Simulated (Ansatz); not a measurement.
The start is a generated trial cell of W in the bcc structure type. Cell shape, volume and atoms are optimised at zero target pressure with r2SCAN (plane waves to 500 eV, PAW, scalar-relativistic; Ansatz, a first-principles code). First-step values are on the input's coarse k-mesh.

Ansatz input (later rounds restart from its end on a renewed k-mesh):
Ansatz 0.2 input:
```yaml
crystal:
  lattice:
    - [-1.58, 1.58, 1.58]
    - [1.58, -1.58, 1.58]
    - [1.58, 1.58, -1.58]
  atoms:
    - { symbol: W, position: [0, 0, 0] }
basis: { ecutwfc: 500, ecutrho_ratio: 4, xc_grid: 4, fft_grid_basis: typed }
kpoints: { mp_grid: { grid: [14, 14, 14] } }
hamiltonian:
  xc: r2scan
  dispersion: none
  pseudopotentials: { kind: paw }
scf: { occupations: { method: fermi_dirac, width: 0.05 } }
relax: { f_tol: 0.01, max_steps: 100, cell: { stress_tol: 0.02 } }
output: { forces: true, stress: true }
```

Problem. What pressure does the first self-consistent step give?

Solution. +3.1 GPa (positive: the cell is compressed).

Problem. How much energy is released per atom?

Solution. Under 0.01 eV/atom.

Problem. How does the volume per atom move from start to end?

Solution. +0.9 %, from 15.78 to 15.92 Å³/atom.

Problem. How do the shortest distances between atoms change?

Solution. The closest pairs of elements (up to four, under 3.6 Å), start → end: W–W 2.74 → 2.74 Å.

Problem. Is the relaxed structure metallic? Give its gap.

Solution. Zero (metallic).

The space group stays Im-3m (No. 229) (the run could not lower it); the end is bcc (W type), with 1 atom in the primitive cell. Final values are on a 21×21×21 k-mesh of the relaxed cell. No spin polarisation in the result.

The run could not lose the symmetry of its start.
